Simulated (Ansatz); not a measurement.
Here is the system:

BaGaHO$_{2}$:
```cif
data_HBaGaO2
_chemical_formula_sum 'Ba1 Ga1 O2 H1'
_space_group_name_H-M_alt 'P4/mmm'
_space_group_IT_number 123
_space_group_name_Hall '-P 4 2'
_cell_length_a 3.97577
_cell_length_b 3.97577
_cell_length_c 3.84706
_cell_angle_alpha 90.000
_cell_angle_beta 90.000
_cell_angle_gamma 90.000
loop_
_atom_site_label
_atom_site_type_symbol
_atom_site_symmetry_multiplicity
_atom_site_Wyckoff_symbol
_atom_site_fract_x
_atom_site_fract_y
_atom_site_fract_z
_atom_site_occupancy
Ba1 Ba 1 d 0.50000 0.50000 0.50000 1
Ga1 Ga 1 a 0.00000 0.00000 0.00000 1
O1 O 2 f 0.00000 0.50000 0.00000 1
H1 H 1 b 0.00000 0.00000 0.50000 1
```

This is the PBEsol-relaxed structure.

**Question.** All from DFT-PBEsol in the program Ansatz with PAW potentials, unless another level is named. Estimate the electronic dielectric constant ε∞ (DFPT).

**Answer.** 5.66 (xx = yy), 7.93 (zz).

**Question.** Give the Born charges (a third of the trace).

**Answer.** Ba +2.77, Ga +3.66, O -2.61, H -1.21 e.

The start of the workflow was typed in or built on a structure type; neither database checked (COD, Materials Project) lists it. Whether it is the stable phase at ambient conditions was not checked. The cell was relaxed with PBEsol under the symmetry of its start; phonons show weakly imaginary modes. Scalar-relativistic: spin–orbit coupling is off unless named, which matters more the heavier the elements.

Potentials: the earlier of the program's two PAW sets. The files were generated under PBE; for other functionals the program regenerates the frozen cores, and for LDA and PBEsol the local potential too.
